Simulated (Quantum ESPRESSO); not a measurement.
# Mo6AlCu: input and log of a self-consistent run

A calculation, not a measurement. The program is pw.x of Quantum ESPRESSO 7.5 (plane-wave density functional theory). The cell is made up: eight metal atoms on a face-centred cubic lattice, with elements, volume, strain and displacements drawn at random and not relaxed, so it may be unstable or far from any real phase. PseudoDojo standard norm-conserving files set the functional (PBE unless stated); there is no spin polarisation or spin-orbit coupling, the Fermi-Dirac width of 0.25 eV means electrons at about 2900 K, and the masses in the input are unused placeholders. The copper pseudopotential is less sure than most, with forces differing by about three percent and pressure by about two GPa from a second method on plain copper. A spin test at this wide smearing found no moment, but such smearing suppresses magnetism that the real alloy may have.

Input:

```
&control calculation='scf', pseudo_dir='./dojo.nc.sr.pbe.v0_5.standard.upf', outdir='./o', disk_io='minimal', tprnfor=.true., tstress=.true. /
&system ibrav=0, nat=8, ntyp=3, nbnd=69, ecutwfc=92.02030273, nosym=.true., tot_charge=0,
 occupations='smearing', smearing='fd', degauss=0.0183746611
/
&electrons conv_thr=1.470e-08, electron_maxstep=70, mixing_beta=0.5 /
ATOMIC_SPECIES
Al 1.0 Al.upf
Cu 1.0 Cu.upf
Mo 1.0 Mo.upf
CELL_PARAMETERS angstrom
0.0263 -2.0129 -1.9927
-4.0255 2.0844 -2.0116
6.1159 6.203 -4.229
ATOMIC_POSITIONS angstrom
Mo 0.0357 0.0247 -0.0323
Mo -0.0338 2.0718 -2.0808
Al -0.005 4.1609 -4.1297
Cu 4.1289 4.1165 -4.1823
Mo -1.9911 0.0048 -2.0221
Mo -1.9193 2.0728 -4.0743
Mo 2.0822 2.066 -4.0992
Mo 2.0997 4.1746 -6.1657
K_POINTS automatic
8 5 3 1 1 1
```

The log is shortened where brackets say so; the opening notice, blank lines, dates and the lines on written files are dropped, and the path of the files is cut. It prints rydbergs, bohrs and kilobars, and counts compression as positive stress. Its total energy is the free energy E - TS of the whole cell.

```
     Program PWSCF v.7.5
     Parallel version (MPI & OpenMP), running on       4 processor cores
     Number of MPI processes:                 4
     Threads/MPI process:                     1
     [start-up lines left out]
     bravais-lattice index     =            0
     lattice parameter (alat)  =       5.3527  a.u.
     unit-cell volume          =     906.2257 (a.u.)^3
     number of atoms/cell      =            8
     number of atomic types    =            3
     number of electrons       =       106.00
     number of Kohn-Sham states=           69
     kinetic-energy cutoff     =      92.0203  Ry
     charge density cutoff     =     368.0812  Ry
     scf convergence threshold =      1.5E-08
     mixing beta               =       0.5000
     number of iterations used =            8  plain     mixing
     Exchange-correlation= PBE
                           (   1   4   3   4   0   0   0)
     [axes and pseudopotential details left out]
   Cartesian axes
     site n.     atom                  positions (alat units)
         1        Mo     tau(   1) = (   0.0126035   0.0087201  -0.0114032  )
         2        Mo     tau(   2) = (  -0.0119327   0.7314270  -0.7346044  )
         3        Al     tau(   3) = (  -0.0017652   1.4689616  -1.4579468  )
         4        Cu     tau(   4) = (   1.4576644   1.4532867  -1.4765167  )
         5        Mo     tau(   5) = (  -0.7029367   0.0016946  -0.7138810  )
         6        Mo     tau(   6) = (  -0.6775885   0.7317801  -1.4383884  )
         7        Mo     tau(   7) = (   0.7350986   0.7293794  -1.4471791  )
         8        Mo     tau(   8) = (   0.7412768   1.4737983  -2.1767350  )
     number of k points=    60  Fermi-Dirac smearing, width (Ry)=  0.0184
                       cart. coord. in units 2pi/alat
        k(    1) = (  -0.0103622   0.0151961  -0.1043282), wk =   0.0333333
        k(    2) = (  -0.1257087  -0.0983475   0.0088440), wk =   0.0333333
     [further k points left out]
     Dense  grid:   108101 G-vectors     FFT dimensions: (  36,  60, 120)
     Estimated max dynamical RAM per process >     389.13 MB
     Estimated total dynamical RAM >       1.44 GB
     Initial potential from superposition of free atoms
     starting charge     105.9886, renormalised to     106.0000
     Starting wfcs are   74 randomized atomic wfcs
     total cpu time spent up to now is       14.8 secs
     per-process dynamical memory:   319.3 Mb
     Self-consistent Calculation
     iteration #  1     ecut=    92.02 Ry     beta= 0.50
     Davidson diagonalization with overlap
     ethr =  1.00E-02,  avg # of iterations =  3.2
     total cpu time spent up to now is       39.7 secs
     total energy              =   -1220.93694902 Ry
     estimated scf accuracy    <       9.32948188 Ry
     iteration #  2     ecut=    92.02 Ry     beta= 0.50
     Davidson diagonalization with overlap
     ethr =  8.80E-03,  avg # of iterations =  3.9
     total cpu time spent up to now is       72.8 secs
     total energy              =   -1214.89008046 Ry
     estimated scf accuracy    <     237.22063895 Ry
     iteration #  3     ecut=    92.02 Ry     beta= 0.50
     Davidson diagonalization with overlap
     ethr =  8.80E-03,  avg # of iterations =  5.7
     total cpu time spent up to now is      110.8 secs
     total energy              =   -1224.86995043 Ry
     estimated scf accuracy    <      34.60972108 Ry
     iteration #  4     ecut=    92.02 Ry     beta= 0.50
     Davidson diagonalization with overlap
     ethr =  8.80E-03,  avg # of iterations =  2.1
     total cpu time spent up to now is      135.4 secs
     total energy              =   -1225.79409731 Ry
     estimated scf accuracy    <      36.92271481 Ry
     iteration #  5     ecut=    92.02 Ry     beta= 0.50
     Davidson diagonalization with overlap
     ethr =  8.80E-03,  avg # of iterations =  1.1
     total cpu time spent up to now is      156.4 secs
     total energy              =   -1227.06230011 Ry
     estimated scf accuracy    <       6.49795738 Ry
     [iterations 6 to 17 left out]
     iteration # 18     ecut=    92.02 Ry     beta= 0.50
     Davidson diagonalization with overlap
     ethr =  2.38E-08,  avg # of iterations =  1.0
     total cpu time spent up to now is      441.9 secs
     total energy              =   -1227.06216684 Ry
     estimated scf accuracy    <       0.00000258 Ry
     iteration # 19     ecut=    92.02 Ry     beta= 0.50
     Davidson diagonalization with overlap
     ethr =  2.43E-09,  avg # of iterations =  1.8
     total cpu time spent up to now is      463.7 secs
     total energy              =   -1227.06216707 Ry
     estimated scf accuracy    <       0.00000066 Ry
     iteration # 20     ecut=    92.02 Ry     beta= 0.50
     Davidson diagonalization with overlap
     ethr =  6.24E-10,  avg # of iterations =  1.6
     total cpu time spent up to now is      486.6 secs
     total energy              =   -1227.06216709 Ry
     estimated scf accuracy    <       0.00000020 Ry
     iteration # 21     ecut=    92.02 Ry     beta= 0.50
     Davidson diagonalization with overlap
     ethr =  1.88E-10,  avg # of iterations =  2.1
     total cpu time spent up to now is      514.4 secs
     total energy              =   -1227.06216711 Ry
     estimated scf accuracy    <       0.00000018 Ry
     iteration # 22     ecut=    92.02 Ry     beta= 0.50
     Davidson diagonalization with overlap
     ethr =  1.70E-10,  avg # of iterations =  1.0
     total cpu time spent up to now is      532.9 secs
     End of self-consistent calculation
     [lines on levels left out]
!    total energy              =   -1227.06216712 Ry
     estimated scf accuracy    <          4.8E-09 Ry
     smearing contrib. (-TS)   =      -0.13014983 Ry
     internal energy E=F+TS    =   -1226.93201729 Ry
     The total energy is F=E-TS. E is the sum of the following terms:
     one-electron contribution =    -512.70280605 Ry
     hartree contribution      =     309.77085774 Ry
     xc contribution           =    -171.91010369 Ry
     ewald contribution        =    -852.08996529 Ry
     convergence has been achieved in  22 iterations
     Forces acting on atoms (cartesian axes, Ry/au):
     atom    1 type  3   force =    -0.02530810   -0.01585960    0.01585756
     atom    2 type  3   force =     0.01550801    0.00020346   -0.00398275
     atom    3 type  1   force =     0.02493128    0.00228775   -0.00414076
     atom    4 type  2   force =    -0.00259268    0.00420928   -0.00171999
     atom    5 type  3   force =    -0.00128518   -0.02097050    0.02265115
     atom    6 type  3   force =    -0.01601894    0.01540504   -0.01353594
     atom    7 type  3   force =    -0.00493686    0.01417032   -0.01512961
     atom    8 type  3   force =     0.00970247    0.00055423    0.00000033
     Total force =     0.065203     Total SCF correction =     0.000452
     Computing stress (Cartesian axis) and pressure
          total   stress  (Ry/bohr**3)                   (kbar)     P=     -129.29
  -0.00075764  -0.00002150   0.00004387         -111.45       -3.16        6.45
  -0.00002150  -0.00093973   0.00008689           -3.16     -138.24       12.78
   0.00004387   0.00008689  -0.00093923            6.45       12.78     -138.17
     init_run     :     10.28s CPU     10.89s WALL (       1 calls)
     electrons    :    501.76s CPU    518.07s WALL (       1 calls)
     forces       :      4.56s CPU      4.63s WALL (       1 calls)
     stress       :     11.67s CPU     11.67s WALL (       1 calls)
     [timing details left out]
     PWSCF        :   8m52.26s CPU   9m 9.36s WALL
     JOB DONE.
```

In other units: free energy -16695.031 eV for the cell, pressure -12.93 GPa, largest force component 0.651 eV/Å in size. The run took 551 s of wall time with four MPI processes on a shared machine (AMD EPYC, older, virtual cores), so the time is rough. A rerun of this cell at a higher cutoff and on a denser mesh moved values by no more than 0.009 eV in energy, 0.08 GPa in stress and 0.007 eV/Å in force, and a second program with other atomic files agreed on that cell to 2 % rms in force and 0.5 GPa in pressure.